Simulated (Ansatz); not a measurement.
Pt (fcc, Cu type)

```
CELL_PARAMETERS angstrom
      0.00000     1.97014     1.97014
      1.97014     0.00000     1.97014
      1.97014     1.97014     0.00000
ATOMIC_POSITIONS crystal
  Pt 0.00000 0.00000 0.00000
```

Equation-of-state scan: isotropic scaling of the cell above, V₀ being its volume. Symmetry pins the atoms to their sites.

Method: r2SCAN (plane waves to 500 eV, PAW, scalar-relativistic; Ansatz, a program for electronic structure). k mesh 21×21×21 (Γ-centred), Fermi-Dirac smearing 0.05 eV. Stress and pressure are positive under compression. Pt is run without spin polarisation. Pt was relaxed with its symmetry unable to fall. Spin-orbit coupling is left out, though Pt is heavy.

At one point of the scan the stress tensor (GPa) is:

```
   16.0      0.0      0.0
    0.0     16.0      0.0
    0.0      0.0     16.0
```

Task: Which point is it?
(A) V/V₀ = 0.983
(B) V/V₀ = 0.950
(C) V/V₀ = 0.900
(D) V/V₀ = 0.917

Result: B, V/V₀ = 0.950

(A scan under strain: stresses follow from slopes of the energy per volume, elastic moduli from its curvatures.)
